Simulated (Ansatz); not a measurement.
Relaxed-ion elastic tensor of ZnSe (zinc blende, F-43m) in GPa (Voigt order), DFT-LDA in the program Ansatz with PAW potentials; density 5.56 g/cm³, 21.57 Å³ per atom.

```
97.5  58.8  58.8   0.0   0.0   0.0
58.8  97.5  58.8   0.0   0.0   0.0
58.8  58.8  97.5   0.0   0.0   0.0
 0.0   0.0   0.0  43.0   0.0   0.0
 0.0   0.0   0.0   0.0  43.0   0.0
 0.0   0.0   0.0   0.0   0.0  43.0
```

Task: Is the crystal mechanically stable?

Result: Yes: the smallest eigenvalue of C is 38.7 GPa.

Task: Work out the Voigt, Reuss and Hill averages.

Result: K_V = 71.7, K_R = 71.7, K_H = 71.7; G_V = 33.6, G_R = 28.9, G_H = 31.2 GPa.

Task: Give Young's modulus, Poisson's ratio, Pugh's ratio and the universal anisotropy index.

Result: E = 9KG/(3K + G) = 81.8 GPa; ν = 0.31; K/G = 2.30 (ductile by the Pugh limit of 1.75); A_U = 5G_V/G_R + K_V/K_R − 6 = 0.81.

Task: Estimate the sound speeds and the Debye temperature.

Result: v_l = √((K + 4G/3)/ρ) = 4520 m/s, v_t = √(G/ρ) = 2370 m/s, mean 2650 m/s; Θ = (h/k)(3n/4πV)^(1/3) v_m = 284 K.

Task: Give the Zener ratio and Young's modulus along [100], [110] and [111].

Result: A = 2C44/(C11 − C12) = 2.23; 1/E = S11 − 2(S11 − S12 − S44/2)Γ with Γ = 0, 1/4, 1/3 gives 53.2, 85.7, 108 GPa.

Task: Solve the Christoffel equation for the three sound speeds along [100], [110], [111].

Result: Eigenvalues of C_ijkl n_j n_l equal ρv² (piezoelectric stiffening left out). In km/s, slowest first: [100] 2.78, 2.78, 4.19; [110] 1.87, 2.78, 4.67; [111] 2.21, 2.21, 4.82.

The cell was relaxed with LDA under the symmetry of its start; phonons on a q-mesh show no instability.

Potentials: the earlier of the program's two PAW sets.
